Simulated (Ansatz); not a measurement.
Structure: BiAsTe₃ on the sites of the tetradymite structure (relaxed group R3m), at its r2SCAN+rVV10 minimum. It is trigonal, R3m (No. 160); conventional cell a = 4.217 Å, c = 30.588 Å, 31.40 Å³ an atom. Bi has 6 Te at 3.04–3.23 Å; As has 6 Te at 2.86–3.02 Å; Te has 3 As at 2.86 Å; Te has 3 Bi at 3.04 Å; Te has 3 As at 3.02 Å and 3 Bi at 3.23 Å.

The questions ask for values computed with Ansatz on this geometry. Simulation only: non-magnetic, and no claim that this is the phase found in nature.

Given (8×8×8 mesh): With r2SCAN the valence top lies at k = (0.323, 0.414, 0.414) and the conduction bottom at Γ, 0.55 eV higher; the smallest vertical gap, at Γ, is 0.56 eV. Least and direct gap differ so little that the kind isn't settled.

**Question.** How does the gap change from r2SCAN to PBE+SOC (8×8×8)?

**Answer.** The PBE+SOC gap is indirect, 0.06 eV (k = (0.323, 0.414, 0.414) to Γ–T (0.25 of the way from Γ)), below the direct gap of 0.16 eV at k = (0.323, 0.414, 0.414). (With 0.02 eV of smearing so small a gap leaves both edges partly filled, and it could close between the points sampled.) The gap differs by -0.49 eV from r2SCAN's.

**Question.** Estimate the gap with PBE0 on 4×4×4.

**Answer.** PBE0 gives an indirect gap of 1.155 eV, from k = (0.323, 0.414, 0.414) to Γ; the least direct gap is 1.165 eV at k = (0.323, 0.414, 0.414). Least and direct gap differ so little that the kind isn't settled. The gap differs by +0.61 eV from r2SCAN's.

**Question.** Roughly how does the cost of the PBE0 run (4×4×4) compare with r2SCAN's (8×8×8)?

**Answer.** About 7 times as much (13 core-minutes against 110 core-seconds, on 4 threads of Arm Neoverse V2, on a shared host).

Only the levels marked +SOC include spin-orbit coupling.

Where an edge lies off the special points, it is a point of the mesh or the k point where a search put PBE's edge or least direct gap, reused for the other functionals, whose own edges may lie a little apart.

Coordinates of k points refer to the reciprocal vectors of the primitive cell of the runs.

Small gaps with spin-orbit coupling can be splittings of inverted bands, not the fundamental gap; semilocal functionals often invert bands that the real crystal keeps in order.

PBE's own run along the path (0.39 eV) came before the search for the edges and missed one, so it isn't listed. Gaps under 0.1 eV (PBE+SOC) can't be told from a closed one: the bands may be in normal order or already inverted, which a gap's size doesn't show.
